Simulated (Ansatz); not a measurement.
TePb2S:
```xyz
4
Lattice="2.1813 1.2594 7.1135 -2.1813 1.2594 7.1135 0.0000 -2.5188 7.1135" Properties=species:S:1:pos:R:3 pbc="T T T"
Te     0.0000     0.0000    10.6703
Pb     0.0000     0.0000    15.8179
Pb     0.0000     0.0000     5.5226
S      0.0000     0.0000     0.0000
```

Relaxed with PBEsol. PBEsol (plane waves, PAW; program Ansatz) gives a gap of 0.40 eV.

Task: What gap does HSE06 give on the same cell (Ansatz, PAW)?

Result: 0.87 eV, 0.47 eV more. The hybrid was solved on a coarser mesh and at special points; its gap is the smallest among all of these.

```csv
k,v1 PBEsol,c1 PBEsol,v1 HSE06,c1 HSE06
Γ,0.00,0.53,…,…
T,-0.93,2.19,…,…
L,-1.96,3.00,…,…
F,-0.03,0.40,-0.04,0.87
S0,-0.75,1.57,…,…
H0,-1.45,2.19,-1.65,2.68
```

Task: Top valence (v1) and lowest conduction level (c1) in eV from each method's valence maximum (which need not be a listed point): supply the withheld HSE06 values.

Result: 
- L, v1 HSE06: -2.25
- L, c1 HSE06: 3.58
- Γ, v1 HSE06: 0.00
- Γ, c1 HSE06: 1.01
- S0, v1 HSE06: -0.94
- S0, c1 HSE06: 2.07
- T, v1 HSE06: -1.11
- T, c1 HSE06: 2.71

Cost on shared cores: the PBEsol run (SCF on a 8×8×8 mesh, then bands and DOS) around 80 core-seconds (rough), the HSE06 run (SCF on 6×6×6, then a few points) very roughly 7 core-minutes; the tasks are unlike.

Space group R-3m. The workflow started from a Materials Project entry (that database holds measured and hypothetical structures alike); the Crystallography Open Database copy checked does not list it. Whether it is the stable phase at ambient conditions was not checked. The cell was relaxed with PBEsol under the symmetry of its start; of distortions, only those at the zone centre were tested. Scalar-relativistic: spin–orbit coupling is off unless named, which matters more the heavier the elements.

Potentials: the later of the program's two PAW sets.
